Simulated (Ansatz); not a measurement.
Values for one crystal, relaxed and computed with r²SCAN in the plane-wave PAW code Ansatz; other levels are named.

| Item | Result |
|---|---|
| Volume per atom | 19.55 Å³ |
| Electronic character | metallic (no gap) |
| Formation energy from the elements (no fitted shifts) | -0.13 eV/atom |
| Density of states at the Fermi level | 0.48 states/eV per atom (mean over ±0.08 eV) |

Task: Which compound is it?
A. CuSe2, Pnnm (Cu on 2a, Se on 4g)
B. Ti3Se4, P6_3/m (Ti on 6h, Se on 6h, Se on 2c)
C. Ti6O, P-31c (Ti on 12i, O on 2d)
D. Zr5Sn3Se, P6_3/mcm (Zr on 4d, Zr on 6g, Sn on 6g, Se on 2b)

Result: A, CuSe2, Pnnm (Cu on 2a, Se on 4g)

The first step of the workflow began from a Materials Project structure, measured or hypothetical; the Crystallography Open Database files this formula in space group No. 58, but the cells were not matched. Its standing as an ambient phase is unchecked. The r²SCAN relaxation kept the symmetry of its start; whether a distortion lowers the energy is not shown. No spin polarisation was allowed. The references are the lowest solids computed at this level, not always the standard phases. Scalar-relativistic: spin–orbit coupling is off unless named, which matters more the heavier the elements.

Potentials: the earlier of the program's two PAW sets.
